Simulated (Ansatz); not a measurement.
TiN (rock salt, space group No. 225), a = 4.1712 Å, b = 4.1712 Å, c = 4.1712 Å, α = 90.00°, β = 90.00°, γ = 90.00°; the cell used has 2 atoms.

Relaxed with LDA.

Problem. Decompose the optical modes at the zone centre into irreducible representations, and say which are infrared and Raman allowed.

Solution. Point group m-3m: Γ_opt = T1u. Infrared: T1u. Raman: none.

Problem. Assign frequencies (DFPT, plane-wave PAW LDA (Ansatz code)).

Solution. T1u 552 cm⁻¹.

Space group Fm-3m (rock salt). The cell was relaxed with LDA under the symmetry of its start; of distortions, only those at the zone centre were tested. No spin polarisation was allowed. With an odd number of electrons in the cell and no spin polarisation, the count alone makes it a metal. As this level gives no gap, phonon frequencies hold no LO–TO term and depend on the k-mesh and smearing (Fermi–Dirac, 0.1 eV here).

Potentials: the later of the program's two PAW sets.
